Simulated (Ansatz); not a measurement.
Fermi surface of AlNi (Pm-3m)

```xyz
2
Lattice="2.8331 0.0000 0.0000 0.0000 2.8331 0.0000 0.0000 0.0000 2.8331" Properties=species:S:1:pos:R:3 pbc="T T T"
Al    0.0000    0.0000    0.0000
Ni    1.4166    1.4166    1.4166
```

The conventional cell has a = 2.833 Å, b = 2.833 Å, c = 2.833 Å, α = 90.00°, β = 90.00°, γ = 90.00°. Around Al (atom 1) lie 8 Ni at 2.45 Å. Ni (atom 2) is surrounded by 8 Al at 2.45 Å.

Level of theory, where no other is named: LDA, all-electron LAPW in Ansatz 0.2.0, scalar-relativistic. k mesh 12×12×12, fine mesh 20×20×20, Fermi-Dirac smearing of 0.100 eV, basis error target 1 meV/atom. The cell was relaxed by PAW under this functional, which moved its volume by -5 % from the database entry's.

Levels and slopes are solved on a 20×20×20 mesh, and each state is taken as quadratic over its cell.

Question: What is the density of states at the Fermi level, and which bare Sommerfeld coefficient follows?

Answer: N(E_F) = 0.384 states/eV/atom (both spins), so γ = (π²/3) k_B² N(E_F) = 0.904 mJ/(mol-atom K²) without electron-phonon or spin-fluctuation enhancement.

Question: What Drude plasma energy and σ/τ do the band velocities give?

Answer: (ħω_p,α)² = (e²/ε₀VN_k) Σ_nkσ (∂E/∂k_α)² δ(E − E_F) gives ħω_p = (7.27, 7.27, 7.27) eV along x, y, z, and σ/τ = ε₀ω_p² = 10.8×10²⁰ Ω⁻¹m⁻¹s⁻¹ along x. Weighted by the density of states, the mean Fermi speed is 0.764×10⁶ m/s; the surface has an area of 21 Å⁻² for each spin direction.

Question: Which bands cross the Fermi level, and what do they carry?

Answer: 

```
band  filled part  N (states/eV/cell)  speed (10⁶ m/s)  5th to 95th percentile  area (Å⁻²)        filling
   1         0.98              0.0573            0.903            0.62 to 1.34        1.85    nearly full
   2         0.52                0.71            0.752            0.61 to 0.97        19.2  partly filled
```

Question: Map the plane k₃ = 1/2 of the mesh: how many bands lie under the Fermi level at each point, counted from the least on the plane?

Answer: k₁ runs to the right and k₂ upwards, each from −½ to ½ with 0 in the middle (the axes needn't be at right angles):
```
00001222222222221000
00002222222222222000
00022222222222222200
01222222222222222221
22222222222222222222
22222222222222222222
22222222222222222222
22222222222222222222
22222222222222222222
22222222222222222222
22222222222222222222
22222222222222222222
22222222222222222222
22222222222222222222
22222222222222222222
01222222222222222221
00022222222222222200
00002222222222222000
00001222222222221000
00000222222222220000
```

Question: On PAW files the program sums the optical response inside the mesh cells, interband lines and its own Drude term. Where does ε₁ rise through zero (a sharp plasmon if ε₂ is small there), and how much light is reflected?

Answer: 

- Fine mesh: 20, 20, 20
- Window top: 30 eV
- Line width: 0.15 eV
- Drude damping: 0.2 eV
- ε₁ rises through zero at x: 1.85, 3.49, 5.12, 17.69 eV
- ε₂ there x: 6.99, 7.28, 8.37, 0.61
- Plasma energy (x, y, z): 7.389, 7.389, 7.389 eV
- Reflectivity at 1 eV, x-polarised: 0.9153
- Reflectivity at 2 eV, x-polarised: 0.3291
- Reflectivity at 3 eV, x-polarised: 0.5234

The plasma energy here is the program's own sum at the run's smearing; it differs from the value above by up to 2 %, through mesh and smearing.

Question: What does PAW give for the same cell?

Answer: N(E_F) = 0.384 states/eV/atom and ħω_p,x = 7.27 eV.

Caveats: these sums move with the mesh, by several per cent and more for small sheets; frozen-core PAW files fitted under PBE, their cores solved anew for the functional of the run.
